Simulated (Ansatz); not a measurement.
Given:

SrO:
```
CELL_PARAMETERS angstrom
      3.54713     0.00000     0.00000
     -1.77357     3.07191     0.00000
      0.00000     0.00000     6.20875
ATOMIC_POSITIONS crystal
  Sr 0.33333 0.66667 0.25000
  Sr 0.66667 0.33333 0.75000
  O  0.00000 0.00000 0.00000
  O  0.00000 0.00000 0.50000
```

This is the r²SCAN-relaxed structure. Cartesian axes are those of the cell as given.

All from plane-wave PAW r²SCAN (Ansatz code), unless another level is named. Estimate the Poisson's ratio.

0.27.

Give the elastic constants (relaxed ions, GPa).

C11 = 156, C12 = 68.1, C13 = 32.3, C33 = 239, C44 = 38.0.

Space group P6_3/mmc (NiAs type). The first step of the workflow began from a Materials Project structure, measured or hypothetical; the Crystallography Open Database copy checked does not list it. It is not the phase usual at ambient conditions (space group No. 225). Symmetry was held in the r²SCAN relaxation; whether a distortion lowers the energy is not shown.

Potentials: the later of the program's two PAW sets.
